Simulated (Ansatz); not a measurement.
CoW$_{3}$: tetragonal deformation path

The calculation used Ansatz, DFT PBEsol, scalar-relativistic, plane waves, PAW. Cutoff 420 eV, Γ-centred 14×14×14 k-points, Gaussian smearing of 0.15 eV. Spin–orbit coupling is left out, which matters for the heavy elements here. No spin polarisation. A magnetic state may lie lower. Energies are free energies at this smearing, counted from the undisturbed cell; pressure is positive in compression.

Zero of the scan (relaxed at this level; it needn't be the usual structure):

```
CELL_PARAMETERS angstrom
3.85824 0.00000 0.00000
0.00000 3.85824 0.00000
0.00000 0.00000 3.85824
ATOMIC_POSITIONS crystal
Co 0.00000 0.00000 0.00000
W 0.00000 0.50000 0.50000
W 0.50000 0.00000 0.50000
W 0.50000 0.50000 0.00000
```

At fixed volume and fractional coordinates, lengths along (0.000, 0.000, 1.000) are scaled against those across it; ρ is that ratio over its starting value. The cell is metallic on the mesh throughout.

**Question.** Over the sampled range (0.650 to 1.500), is the undisturbed cell the lowest point?

**Answer.** No: the energy is lower at ρ = 0.780, -21.5 in ΔE (meV/atom).

The scan:

| ρ | ΔE (meV/atom) |
| --- | --- |
| 0.650 | 48.2 |
| 0.707 | -4.8 |
| 0.780 | -21.5 |
| 0.850 | -5.5 |
| 0.920 | 3.8 |
| 0.960 | 1.6 |
| 1.000 | 0.0 |
| 1.100 | 14.8 |
| 1.200 | 72.2 |
| 1.300 | 211.7 |
| 1.414 | 507.3 |
| 1.500 | 814.6 |

Cost: 12 runs of about 2.8 core-minutes in all, on Intel Xeon 6975P-C (Granite Rapids) (shared hosts).